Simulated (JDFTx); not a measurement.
System: Ti(0001) (P6_3/mmc bulk; lattice of mp-46, not re-optimised at this level), 1x1 cell of 4 atoms in 4 planes, area 7.46 Å² a face, 6.8 Å between the outermost planes in a cell 23.0 Å high; k mesh 8×8×1, Fermi width 0.01 Ha, no spin polarisation.

Computed with JDFTx (a modified build): PBE, GBRV ultrasoft potentials, plane waves to 20/100 Ha. Liquid: CANDLE, water, 2 M NaF. The neutral cell holds 48 valence electrons and has two faces of 7.464 Å² each. Last filling lines of the neutral and of a charged run (μ in hartree, zero in the bulk liquid):

```
FillingsUpdate:  mu: -0.144722581  nElectrons: 48.000000
FillingsUpdate:  mu: -0.150305000  nElectrons: 47.955180
```

A calculation by hand: both potentials, by the convention U = −μ/e − 4.44 V vs SHE, the surface charge density and the mean capacitance.

U_pzc = 0.14472 × 27.2114 − 4.44 = -0.50 V; U = 0.15030 × 27.2114 − 4.44 = -0.35 V. The cell has -0.0448 excess electrons, a net charge of 0.0448 e, shared by two faces: σ = 0.0448 e / (2 × 7.464 Å²) = 0.00300 e/Å² = 4.8 μC/cm² (1 e/Å² = 1602.18 μC/cm²). C = σ/(U − U_pzc) = 4.8/0.15 ≈ 32 μF/cm².
